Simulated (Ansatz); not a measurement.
**ZrS: energy along a strain**

ZrS, Fm-3m, a = 5.250 Å (as given, not relaxed at this level: -2.0 GPa). The structure is a COD entry; whether it is the stable form wasn't checked. Ansatz: r2SCAN, PAW, 500 eV, Γ-centred 16×16×16 mesh on 2 atoms, Gaussian smearing 0.15 eV; no spin polarisation. Cell vectors (Å): 0.000 2.625 2.625; 2.625 0.000 2.625; 2.625 2.625 0.000. The cell is strained by x per cent times the pattern (0 1 0 0 0 0) in the order xx yy zz yz xz xy (engineering shears), with fractional coordinates held. y is the free energy over the start, V0 = 18.088 Å³/atom. Points with a strain past 8.5 % were computed too (2) and aren't used here.

| x (%) | y (meV/atom) |
| --- | --- |
| -7.50 | 119.51 |
| -5.00 | 43.15 |
| 0.00 | 0.00 |
| 2.50 | 15.17 |
| 5.00 | 45.56 |
| 7.50 | ? |

**Question.** Fit y = c1 x + c2 x² + c3 x³ to the other rows, get the stiffness along the pattern, and predict the missing energy.

**Answer.** Least squares on the rows shown. y = 2.4231 x + 1.7766 x² − 0.089199 x³. The clamped-ion stiffness p·C·p = 2 × 17.77 eV × 160.2 / 18.088 Å³ = 315 GPa, which is C22 in these axes (C11 of the cubic crystal) (second derivative at the start, which stands under stress). At x = 7.50 the fit asked for gives 80.48 meV/atom. The run gave 86.23 meV/atom, so the fit is 5.75 meV/atom too low, 4.8 % of the span of the series, against an rms of 0.35 meV/atom on the fitted rows. The row lies outside the fitted range. With a term in x⁴ added, a fit to the same known rows (none to spare) predicts 86.27 meV/atom, so most of the miss is curvature that the known rows already hold.